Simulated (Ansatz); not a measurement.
SiC12:
Space group P6/mmm (No. 191); a = b = 4.267 Å, c = 8.877 Å, α = β = 90.00°, γ = 120.00°

```tsv
atom	site	symmetry	x	y	z
C	12n	..m	0.3335	0.3335	0.1912
Si	1b	6/mmm	0.0000	0.0000	0.5000
```

This is the PBE+D3(BJ)-relaxed structure.

Problem. All from PBE+D3(BJ) in the plane-wave PAW code Ansatz, unless another level is named. Predict the electronic character.

Solution. metallic (no gap).

Problem. Predict the density of states at the Fermi level.

Solution. 0.24 states/eV per atom (mean over ±0.08 eV).

Problem. Predict the formation energy from the elements (no fitted shifts).

Solution. 0.30 eV/atom.

The start of the workflow was typed in or built on a structure type; neither database checked (COD, Materials Project) lists it. Its standing as an ambient phase is unchecked. Symmetry was held in the PBE+D3(BJ) relaxation; whether a distortion lowers the energy is not shown. Its formation energy is positive at this level, so the cell may be metastable or incomplete. The references are the lowest solids computed at this level, not always the standard phases.

Potentials: the earlier of the program's two PAW sets.
